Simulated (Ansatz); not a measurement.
# Structure optimisation: lithium, fcc

Theory: DFT, r2SCAN, plane waves (500 eV) with PAW, scalar-relativistic in Ansatz 0.2.0. The PAW files were generated under PBE, with cores re-solved for the functional.

k-point mesh 12×12×12, Fermi-Dirac smearing 0.1 eV, no spin polarisation. Cell and atoms relax.

Starting structure:

```yaml
crystal:
  lattice:
    - [0.0, 2.2107204702, 2.2107204702]
    - [2.2107204702, 0.0, 2.2107204702]
    - [2.2107204702, 2.2107204702, 0.0]
  atoms:
    - { symbol: Li, position: [0.0, 0.0, 0.0] }
hamiltonian:
  xc: r2scan
  pseudopotentials:
    kind: paw
    azcp:
      Li: "pseudopotentials/Li.paw.azcp"
basis:
  ecutwfc: 500
  fft_grid_basis: typed
kpoints:
  mp_grid: { grid: [12, 12, 12], shift: [0, 0, 0] }
magnetization:
  spin_polarized: false
scf:
  occupations: { method: fermi_dirac, width: 0.1 }
relax:
  max_steps: 60
  f_tol: 0.01
  cell: {}
output:
  write_density: true
  write_potential: true
  elf: true
  volumetric_format: npy
```

Question: The pressure at the start is -0.4 GPa. By how much does the volume change?

Answer: From 21.61 to 20.98 Å³ per atom, -2.9 %. The final cell has a = 4.378 Å.

Question: How much energy does the relaxation gain?

Answer: 0.7 meV per atom.
